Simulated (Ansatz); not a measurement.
LaS (rock salt, Fm-3m) under volume change, plane-wave PAW r²SCAN (Ansatz code), scaled uniformly.

| V (Å³/atom) | E − E(relaxed) (meV/atom) | P (GPa) |
|---|---|---|
| 23.223 | 64.4 | 9.78 |
| 23.989 | 27.0 | 5.97 |
| 24.755 | 6.4 | 2.74 |
| 25.520 | 0.0 | 0.00 |
| 26.286 | 5.7 | -2.33 |
| 27.051 | 21.7 | -4.30 |
| 27.817 | 46.4 | -5.98 |

Problem. What does a third-order Birch–Murnaghan fit give for V₀, B₀ and B′?

Solution. V₀ = 25.52 Å³/atom, B₀ = 84.0 GPa, B′ = 4.4.

The workflow started from an entry of the Crystallography Open Database (COD). Its standing as an ambient phase is unchecked. The cell was relaxed with r²SCAN under the symmetry of its start; whether a distortion lowers the energy is not shown. Scalar-relativistic: spin–orbit coupling is off unless named, which matters more the heavier the elements.

Potentials: the later of the program's two PAW sets.
